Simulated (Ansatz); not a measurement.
Input and command of a plane-wave DFT calculation in Ansatz:

```yaml
crystal:
  lattice:
    - [-1.5980178518, 1.5980178518, 3.9201375426]
    - [1.5980178518, -1.5980178518, 3.9201375426]
    - [1.5980178518, 1.5980178518, -3.9201375426]
  atoms:
    - { symbol: Si, position: [0.0, 0.0, 0.0] }
    - { symbol: Os, position: [0.665, 0.665, 0.0] }
    - { symbol: Os, position: [0.335, 0.335, 0.0] }
basis:
  ecutwfc: 420
kpoints:
  mp_grid: { grid: [8, 8, 8] }
hamiltonian:
  xc: pbe
scf:
  occupations: { method: gaussian, width: 0.1 }
  lower_state_search: "off"
output:
  forces: true
  stress: true
  eigenvalues: true
relax:
  adjacent_minimum: "off"
  f_tol: 0.04
  max_steps: 70
  cell: { stress_tol: 0.4 }
```

```bash
ansatz run input.yaml --threads 1 --pin off --max-ram 2560MiB --backend cpu --events-out ev --progress --plain --runs-dir out
```

Processor: Arm Neoverse V2, 1 thread, on a host shared with other jobs.

**Question.** How long does it run, and how much memory does it take?

**Answer.** About 30 s on 1 thread of Arm Neoverse V2, on a shared host, peak memory 0.34 GiB. It solves 22 bands at 59 k points (the mesh reduced by the symmetry that the task leaves, which can be less than the crystal's) with about 781 plane waves (on the last cell), in 73 SCF iterations over 12 ionic steps.
